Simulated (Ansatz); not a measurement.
Theory: DFT r2SCAN, scalar-relativistic, plane waves, PAW in Ansatz.

Structure of SiO$_{2}$:

```
Si O
1.0
     4.71022    0.00000    0.00000
     0.00000    8.06137    0.00000
     0.00000    0.00000    8.58742
Si O
8 16
Direct
  0.13966 0.06295 0.15942
  0.13966 0.43705 0.65942
  0.63966 0.56295 0.84058
  0.36034 0.43705 0.15942
  0.86034 0.56295 0.34058
  0.86034 0.93705 0.84058
  0.63966 0.93705 0.34058
  0.36034 0.06295 0.65942
  0.59620 0.05649 0.79653
  0.59620 0.44351 0.29653
  0.40380 0.55649 0.70347
  0.25000 0.25000 0.64014
  0.09620 0.55649 0.20347
  0.40380 0.94351 0.20347
  0.90380 0.05649 0.29653
  0.00000 0.50000 0.50000
  0.75000 0.75000 0.35986
  0.75000 0.75000 0.85986
  0.90380 0.44351 0.79653
  0.50000 0.50000 0.00000
  0.25000 0.25000 0.14014
  0.09620 0.94351 0.70347
  0.00000 0.00000 0.00000
  0.50000 0.00000 0.50000
```

Cutoff 500 eV; k points 6×4×4 on the computed 24-atom cell (Γ-centred); Gaussian smearing, width 0.02 eV; no spin polarisation.

Levels along Γ–X–S–Y–Γ–Z–U–R–T–Z | X–U | Y–T | S–R, in eV from a zero inside the gap, sorted by energy at each point. Points in fractions of the primitive reciprocal vectors: Γ (0.000 0.000 0.000), X (0.500 0.000 0.000), S (0.500 0.500 0.000), Y (0.000 0.500 0.000), Z (0.000 0.000 0.500), U (0.500 0.000 0.500), R (0.500 0.500 0.500), T (0.000 0.500 0.500).
```
point k (1/Å, with 2π) band 61  band 62  band 63  band 64  band 65  band 66  band 67
    Γ             0.000    -3.50    -3.42    -3.22    -3.17     3.17     5.66     5.76
    -             0.334    -3.58    -3.51    -3.35    -3.29     3.92     6.04     6.31
    X             0.667    -3.63    -3.63    -3.46    -3.46     5.46     5.46     6.68
    -             0.862    -3.69    -3.69    -3.51    -3.51     5.57     5.57     6.50
    S             1.057    -3.69    -3.69    -3.66    -3.66     5.76     5.76     6.17
    -             1.390    -3.61    -3.61    -3.48    -3.48     4.73     4.73     6.33
    Y             1.724    -3.55    -3.55    -3.44    -3.44     4.13     4.13     6.00
    -             1.919    -3.52    -3.49    -3.32    -3.28     3.44     5.04     5.76
    Γ             2.113    -3.50    -3.42    -3.22    -3.17     3.17     5.66     5.76
    -             2.296    -3.55    -3.46    -3.21    -3.18     3.41     4.89     5.89
    Z             2.479    -3.55    -3.55    -3.20    -3.20     4.04     4.04     6.22
    -             2.813    -3.58    -3.58    -3.32    -3.32     4.63     4.63     6.53
    U             3.146    -3.50    -3.50    -3.50    -3.50     5.95     5.95     5.95
    -             3.341    -3.58    -3.58    -3.51    -3.51     5.99     5.99     6.08
    R             3.536    -3.62    -3.62    -3.58    -3.58     6.05     6.05     6.36
    -             3.869    -3.58    -3.58    -3.57    -3.57     5.34     5.34     5.34
    T             4.203    -3.54    -3.54    -3.54    -3.54     4.84     4.84     4.84
    -             4.398    -3.59    -3.59    -3.31    -3.31     4.26     4.26     5.60
    Z             4.593    -3.55    -3.55    -3.20    -3.20     4.04     4.04     6.22
    X             4.593    -3.63    -3.63    -3.46    -3.46     5.46     5.46     6.68
    -             4.776    -3.57    -3.57    -3.47    -3.47     5.59     5.59     6.40
    U             4.958    -3.50    -3.50    -3.50    -3.50     5.95     5.95     5.95
    Y             4.958    -3.55    -3.55    -3.44    -3.44     4.13     4.13     6.00
    -             5.141    -3.56    -3.56    -3.48    -3.48     4.33     4.33     5.51
    T             5.324    -3.54    -3.54    -3.54    -3.54     4.84     4.84     4.84
    S             5.324    -3.69    -3.69    -3.66    -3.66     5.76     5.76     6.17
    -             5.507    -3.64    -3.64    -3.61    -3.61     5.87     5.87     6.25
    R             5.690    -3.62    -3.62    -3.58    -3.58     6.05     6.05     6.36
```

This form isn't the usual stable structure of the compound.

Cost: 1 run of about 14 core-minutes, on Intel Xeon Processor @ 2.70GHz (shared hosts).